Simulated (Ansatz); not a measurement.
Problem. In (body-centred tetragonal, I4/mmm) is relaxed with LDA in the plane-wave PAW code Ansatz. What lattice parameters of the conventional cell result?

Solution. a = 3.332 Å, c = 4.432 Å.

Its axis ratio c/a = 1.33 departs by over 6 % from that of the usual cell of this phase: another minimum, or an error of the functional. The cell was relaxed with LDA under the symmetry of its start; whether a distortion lowers the energy is not shown. Axis ratios of metals converge slowly with the k-mesh, so a and c are less sure than the volume.

Potentials: the later of the program's two PAW sets.
